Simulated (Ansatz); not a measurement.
### Question
WC in space group P-6m2 (No. 187; W on 1a, C on 1f) is relaxed with plane-wave PAW PBE (Ansatz code). What lattice parameters of the conventional cell result?

### Answer
a = 2.922 Å, c = 2.847 Å.

### Question
Is it a metal or does it have a gap at this level?

### Answer
No gap at this level.

Symmetry was held in the PBE relaxation. The run is not spin-polarised. Spin–orbit coupling is left out wherever it is not named.

Potentials: the later of the program's two PAW sets.
